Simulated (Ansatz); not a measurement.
Relaxing Ti₂O₃

All numbers below come from DFT PBEsol, scalar-relativistic, plane waves, PAW in Ansatz. Run with 420 eV cutoff, 12×12×12 k-mesh, Gaussian smearing of 0.10 eV, no spin polarisation.

What was changed: relaxed at 12 GPa.

Command:

```bash
ansatz run input.yaml --threads 2 --pin off --max-ram 5120MiB --backend cpu --events-out ev --progress --plain --runs-dir out
```

Input:

```yaml
crystal:
  lattice:
    - [2.481167013, 1.4325024429, 4.5493169398]
    - [-2.481167013, 1.4325024429, 4.5493169398]
    - [0.0, -2.8650048857, 4.5493169398]
  atoms:
    - { symbol: Ti, position: [0.845532948, 0.845532948, 0.845532948] }
    - { symbol: Ti, position: [0.654467052, 0.654467052, 0.654467052] }
    - { symbol: Ti, position: [0.154467052, 0.154467052, 0.154467052] }
    - { symbol: Ti, position: [0.345532948, 0.345532948, 0.345532948] }
    - { symbol: O, position: [0.0623883132, 0.4376116868, 0.75] }
    - { symbol: O, position: [0.75, 0.0623883132, 0.4376116868] }
    - { symbol: O, position: [0.4376116868, 0.75, 0.0623883132] }
    - { symbol: O, position: [0.9376116868, 0.5623883132, 0.25] }
    - { symbol: O, position: [0.25, 0.9376116868, 0.5623883132] }
    - { symbol: O, position: [0.5623883132, 0.25, 0.9376116868] }
basis:
  ecutwfc: 420
kpoints:
  mp_grid: { grid: [12, 12, 12] }
hamiltonian:
  xc: pbesol
scf:
  occupations: { method: gaussian, width: 0.1 }
output:
  forces: true
  stress: true
  eigenvalues: true
relax:
  adjacent_minimum: "off"
  f_tol: 0.008
  max_steps: 50
  cell: { stress_tol: 0.08, p_target: 12.0 }
```

F is the free energy. Steps run on the plane waves of an earlier cell, but the last one, and at times one on the way, on a freshly chosen basis, so a repeated geometry can differ a little in energy. The relaxation lowers the enthalpy F + PV at the target pressure, so F itself can rise.

Steps:

| step | F − F(1) (eV) | largest force component (eV/Å) | V (Å³/atom) | P (GPa) |
| --- | --- | --- | --- | --- |
| 1 | 0.0000 | 0.085 | 9.702 | 12.46 |
| 2 | -0.0071 | 0.054 | 9.710 | 12.13 |
| 3 | -0.0061 | 0.012 | 9.708 | 12.09 |
| 4 | -0.0092 | 0.005 | 9.712 | 11.96 |
| 5 | -0.0097 | 0.005 | 9.712 | 11.97 |

Relaxed structure:

```
CELL_PARAMETERS angstrom
2.48344 1.43382 4.54590
-2.48344 1.43382 4.54590
0.00000 -2.86763 4.54590
ATOMIC_POSITIONS crystal
Ti 0.84562 0.84562 0.84562
Ti 0.65438 0.65438 0.65438
Ti 0.15438 0.15438 0.15438
Ti 0.34562 0.34562 0.34562
O 0.06358 0.43642 0.75000
O 0.75000 0.06358 0.43642
O 0.43642 0.75000 0.06358
O 0.93642 0.56358 0.25000
O 0.25000 0.93642 0.56358
O 0.56358 0.25000 0.93642
```

It takes space group R-3c (No. 167, trigonal). Conventional cell: a = 4.967 Å, b = 4.967 Å, c = 13.638 Å, α = 90.00°, β = 90.00°, γ = 120.00°. Ti (site symmetry 3) is surrounded by 6 O at 1.96 to 2.03 Å. Around O (site symmetry 2) lie 4 Ti at 1.96 to 2.03 Å.

The run converged. It took 2.5 min on 2 threads of Intel(R) Xeon(R) Platinum 8488C (Sapphire Rapids), on a shared host, peak memory 0.97 GiB.